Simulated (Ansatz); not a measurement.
Relaxation of a randomly generated symmetric cell of Ta (space group No. 129); 2 atoms in the cell, which starts as P4/nmm, origin choice 1 (No. 129), tP2; a = 3.433 Å, b = 3.433 Å, c = 3.214 Å, α = 90.00°, β = 90.00°, γ = 90.00°. These are PBEsol (plane waves to 420 eV, PAW, scalar-relativistic; Ansatz, a program for electronic structure) values and carry that method's errors. Γ-centred k-mesh 10×10×10 on the run's cell (coarser than for final values), Fermi–Dirac smearing 0.05 eV. This is the first round of the run. 

The optimiser's lines from the output (shortened; P is positive under compression):

```
relax step   1: F+E_penalty+E_count = -19614.06832194 eV  Δ(F+E_penalty+E_count) = +0.000e0 eV  max|allowed force component| = 2.600e0 eV/Å  Δτ_max = 0.0000 Å  P = -4.041 GPa  Ω = 37.867 Å³  (7 SCF iters, dr2 threshold 1.00e-7 eV, accepted)
relax step   2: F+E_penalty+E_count = -19614.75053248 eV  Δ(F+E_penalty+E_count) = -6.822e-1 eV  max|allowed force component| = 4.603e-1 eV/Å  Δτ_max = 0.1949 Å  P = -2.610 GPa  Ω = 35.961 Å³  (6 SCF iters, dr2 threshold 2.00e-7 eV, accepted)
relax step   3: F+E_penalty+E_count = -19614.75277856 eV  Δ(F+E_penalty+E_count) = -2.246e-3 eV  max|allowed force component| = 1.079e0 eV/Å  Δτ_max = 0.0836 Å  P = +6.285 GPa  Ω = 34.529 Å³  (6 SCF iters, dr2 threshold 2.00e-7 eV, accepted)
relax step   4: F+E_penalty+E_count = -19614.82169993 eV  Δ(F+E_penalty+E_count) = -6.892e-2 eV  max|allowed force component| = 8.705e-3 eV/Å  Δτ_max = 0.0529 Å  P = -1.274 GPa  Ω = 35.625 Å³  (6 SCF iters, dr2 threshold 2.00e-7 eV, accepted)
relax step   5: F+E_penalty+E_count = -19614.82441850 eV  Δ(F+E_penalty+E_count) = -2.719e-3 eV  max|allowed force component| = 2.984e-4 eV/Å  Δτ_max = 0.0005 Å  P = +0.183 GPa  Ω = 35.376 Å³  (6 SCF iters, dr2 threshold 2.00e-7 eV, accepted)
relax step   6: F+E_penalty+E_count = -19614.82444684 eV  Δ(F+E_penalty+E_count) = -2.834e-5 eV  max|allowed force component| = 5.892e-5 eV/Å  Δτ_max = 0.0000 Å  P = +0.001 GPa  Ω = 35.407 Å³  (6 SCF iters, dr2 threshold 2.00e-7 eV, accepted)
relax step   7: F+E_penalty+E_count = -19614.82408072 eV  Δ(F+E_penalty+E_count) = +3.661e-4 eV  max|allowed force component| = 5.921e-5 eV/Å  Δτ_max = 0.0000 Å  P = -0.004 GPa  Ω = 35.407 Å³  stress off target by 1.09e-2 GPa  SCF on the basis re-selected at this cell (its energy is not comparable with the rows above)  (9 SCF iters)
```

From the first to the last row the energy changes by -0.38 eV/atom and the volume by -6.5 %. The last row is marked as not comparable with the walk above it, whose basis was carried along; it does compare with step 1, since both stand on a basis selected at the nominal cutoff for their own cell.

Later rounds, restarted from the end of this one on a renewed k-mesh, logged 4 more steps and released under 0.01 eV/atom more. The final structure after all rounds: Im-3m (No. 229), cI2, bcc (W type); a = b = c = 3.2819 Å, α = β = γ = 90.00°. Between re-selections the logged energies stand on a plane-wave basis carried along with the cell. No spin polarisation in the result.

The run could not lose the symmetry of its start.
